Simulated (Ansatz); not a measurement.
The elements of this relaxed trial crystal are hidden behind letters.

```
lattice vectors (Å)
   2.6392    0.0000    0.0000
  -1.3196    2.2856    0.0000
   0.0000    0.0000   12.4600
fractional positions
X 0.3333 0.6667 0.0000
Z 0.3333 0.6667 0.6655
Z 0.3333 0.6667 0.3345
Z 0.6667 0.3333 0.8320
Z 0.6667 0.3333 0.1680
Z 0.6667 0.3333 0.5000
```

Level of theory: Ansatz, DFT PBE, scalar-relativistic, plane waves, PAW. Plane waves to 420 eV, an 18×18×4 mesh through Γ for the 6-atom cell and 0.10 eV Gaussian smearing; no spin polarisation.

```
Space group                                : P-6m2 (No. 187)
Conventional cell                          : a = 2.639 Å, c = 12.460 Å
Volume per atom                            : 12.53 Å³
Density                                    : 7.62 g/cm³
Formation energy                           : −0.02 eV/atom
Gap on the 18×18×4 mesh of the 6-atom cell : 0 eV (a metal)
```

Energies are uncorrected and count from the elements' standard states at the same level.

Question: X is a p-block element of period 3 and Z is a d-block element of period 4. Which elements are they?

Answer: X = Al, Z = Cu, so the formula is AlCu5. Density times volume gives a mean mass of 7.62 × 12.53/1.6605 = 57.5 u per atom, and this set has 57.5 u. Among the elements that the hints allow, noble gases aside, only these give it. Al has 6 Cu at 2.59 Å and 6 Al at 2.64 Å; Cu on a site of symmetry 3m has 12 Cu at 2.56–2.64 Å; around Cu on a second site of symmetry 3m lie 9 Cu at 2.57–2.64 Å and 3 Al at 2.59 Å; 1 more site not described.

A structure relaxed within its symmetry needn't be a true minimum. Another cell of AlCu5 relaxed alike, in Pmmm, lies 63 meV/atom lower, so this cell isn't the stable form at this level.
